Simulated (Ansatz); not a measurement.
YSi:
```
YSi
1.0
    3.83458     0.00000     0.00000
   -1.91729     3.32084     0.00000
    0.00000     0.00000     7.87374
Y Si
2 2
Direct
  0.00000   0.00000   0.00000
  0.00000   0.00000   0.50000
  0.33333   0.66667   0.25000
  0.66667   0.33333   0.75000
```

Relaxed with PBE. Special points in fractions of this cell's reciprocal vectors: Γ (0.000, 0.000, 0.000); M (0.500, 0.000, 0.000); K (0.333, 0.333, 0.000); A (0.000, 0.000, 0.500); L (0.500, 0.000, 0.500); H (0.333, 0.333, 0.500).

Task: List the band energies nearest the Fermi level at these points for PBE (plane waves, PAW; program Ansatz).

Result: In eV from the Fermi level; about four levels below and three above (degenerate sets whole), none deeper than 8.9 eV; points with the same levels are listed once.

| k | below | above |
|---|---|---|
| Γ | -8.30 -6.81 -3.80 -0.22 | 0.14 0.14 0.71 |
| M | -1.98 -1.68 -0.58 -0.36 | 0.07 0.97 1.33 |
| K | -2.12 -2.12 -1.19 -1.19 -0.46 | 1.94 1.94 3.14 3.14 |
| A | -7.70 -7.70 -2.21 -2.21 | 0.70 0.70 0.70 0.70 |
| L | -2.82 -2.82 -1.09 -1.09 | 0.24 0.24 0.79 0.79 |
| H | -1.64 -1.64 -1.20 -1.20 | 1.50 1.50 4.11 4.11 |

Space group P6_3/mmc (NiAs type). A made-up cell: these elements were put on the sites of a structure type; neither database checked (COD, Materials Project) lists it. Whether it is the stable phase at ambient conditions was not checked. The cell was relaxed with PBE under the symmetry of its start; whether a distortion lowers the energy is not shown. The run is not spin-polarised. Spin–orbit coupling is left out wherever it is not named.

Potentials: the later of the program's two PAW sets.
